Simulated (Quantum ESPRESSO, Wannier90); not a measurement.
Wannier functions of TlSbTe2 (R-3m)

```
begin unit_cell_cart
ang
   -2.2326100101    3.8669939709    0.0000000000
   -4.4652200201    0.0000000000    0.0000000000
   -2.2326100101    1.2889979903    7.9094330000
end unit_cell_cart
begin atoms_frac
Tl   0.0000000000  0.0000000000  0.0000000000
Sb   0.5000000000  0.5000000000  0.5000000000
Te  -0.2391930000 -0.2391930000 -0.2824210000
Te   0.2391930000  0.2391930000  0.2824210000
end atoms_frac
```

Materials Project entry mp-4573; symmetrised, unrelaxed at this level. COD (Crystallography Open Database) has an entry of this formula and space group (matched by these alone). Computed values, not measurements, from PBEsol: Quantum ESPRESSO (norm-conserving PseudoDojo potentials, cutoff 64 Ry, spinors with spin-orbit coupling) on a Γ-centred 4×4×4 mesh, then Wannier90. Density: 8×8×8 mesh, cold smearing 0.01 Ry. With spin-orbit coupling a semilocal functional can close or falsely invert a small gap; the band order was not checked against a better method. The gap is small at this level and was sampled on the meshes and a path alone.

Bands 45-60 form an isolated set from -9.42 to 0.00 eV relative to the valence-band maximum (on the path) and are turned into 16 Wannier functions by minimising the spread from the start: SCDM (isolated).

Task: Where do the functions sit, how wide are they and what are they made of?

Result: 
```
functions  spread (Å²)  nearest atom, distance (Å)  second atom, distance (Å)             weight on atomic waves
---------  -----------  --------------------------  -------------------------  ---------------------------------
9                 4.68                     Te 0.35                    Sb 2.75  Te 5p 67 %, Sb 5p 20 %, Tl 6p 8 %
2                 5.20                     Sb 0.01                    Te 3.09             Sb 5s 72 %, Te 5s 17 %
3                 4.67                     Te 0.35                    Sb 2.75  Te 5p 67 %, Sb 5p 20 %, Tl 6p 8 %
2                 3.67                     Tl 0.00                    Te 3.41                         Tl 6s 90 %
```

Ω_I = 64.62 Å², Ω_total = 73.86 Å²; the interpolated bands follow pw.x to 63 meV rms on the path. It is the lowest total spread that any start reached here.
